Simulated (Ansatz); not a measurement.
Strain response of TePd

Theory: DFT r2SCAN, scalar-relativistic, plane waves, PAW in Ansatz. (500 eV cutoff, 12×12×10 k-mesh, Gaussian smearing of 0.10 eV, no spin polarisation)

Reference structure (relaxed):

```
Te Pd
1.0
     4.18229    0.00000    0.00000
    -2.09114    3.62197    0.00000
     0.00000    0.00000    5.73893
Te Pd
2 2
Direct
  0.33333 0.66667 0.25000
  0.66667 0.33333 0.75000
  0.00000 0.00000 0.00000
  0.00000 0.00000 0.50000
```

Deformation: all cell vectors scaled alike, the atoms relaxed, all within the symmetry that the strain leaves. Energies are extrapolated to zero smearing.

| strain (%) | ΔE (meV/atom) | a (Å) | b (Å) | c (Å) |
| --- | --- | --- | --- | --- |
| -3.0 | 66.0 | 4.057 | 4.057 | 5.567 |
| -2.0 | 28.2 | 4.099 | 4.099 | 5.624 |
| -1.0 | 6.8 | 4.140 | 4.140 | 5.682 |
| +0.0 | 0.0 | 4.182 | 4.182 | 5.739 |
| +1.0 | 6.0 | 4.224 | 4.224 | 5.796 |
| +2.0 | 23.3 | 4.266 | 4.266 | 5.854 |
| +3.0 | 50.6 | 4.308 | 4.308 | 5.911 |

Q: What stiffness (1/V) d²E/dε² at zero strain does a cubic fit over all points give?

A: A cubic fit gives (1/V) d²E/dε² = 956 GPa at zero strain (nine times the bulk modulus at fixed shape).

Cost: 7 runs of about 5.6 core-minutes in all, on Arm Neoverse V1 (shared hosts).